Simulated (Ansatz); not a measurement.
TiO2 (rutile)

```
CELL_PARAMETERS angstrom
      4.59734     0.00000     0.00000
      0.00000     4.59734     0.00000
      0.00000     0.00000     2.95429
ATOMIC_POSITIONS crystal
  Ti 0.00000 0.00000 0.00000
  Ti 0.50000 0.50000 0.50000
  O  0.30461 0.30461 0.00000
  O  0.80461 0.19539 0.50000
  O  0.19539 0.80461 0.50000
  O  0.69539 0.69539 0.00000
```

The slice is a (010) plane (indices of the conventional cell) through the point (0.305, 0.305, 0.000) (fractional), spanned by u = [001] and v = [100] in vectors of this cell: u (2.95 Å) and v (4.60 Å, at 90° to u). It covers one period; positions are fractions (u, v).

All values below come from r2SCAN (plane waves to 500 eV, PAW, scalar-relativistic; Ansatz, an electronic-structure program). k mesh 7×7×11. These are valence fields of a PAW run, semicore shells included where kept as valence: close to a nucleus they are smooth pseudo fields. The PAW data are Ansatz's earlier set. TiO2 is run without spin polarisation. TiO2 was relaxed with its symmetry unable to fall.

Question: Sketch the electrostatic potential energy of an electron, from the cell's mean on this plane as a map.

Answer: 
```
v \ u  0.00  0.15  0.31  0.46  0.62  0.77  0.92
-----  ----  ----  ----  ----  ----  ----  ----
0.90      x     x   8.1   8.3   8.5   6.4     x
0.75    7.0   7.9   9.4  10.0   9.8   8.7   7.2
0.60    7.2   8.1   7.8     x     x   8.4   7.5
0.45    8.8   8.6     x     x     x   7.5   8.9
0.30    8.4   6.8   2.2  <2.0  <2.0   4.8   7.9
0.15      x   4.3  <2.0  <2.0  <2.0   2.9     x
0.00      x     x   5.4   4.4   5.2     x     x
```

Values: electrostatic potential energy of an electron, from the cell's mean, in eV. Points within 0.8 Å of a nucleus are blanked (x), as the pseudised field means little there. Values under 2 eV are set to 2. The zero, the cell's mean, hangs on the PAW cores.
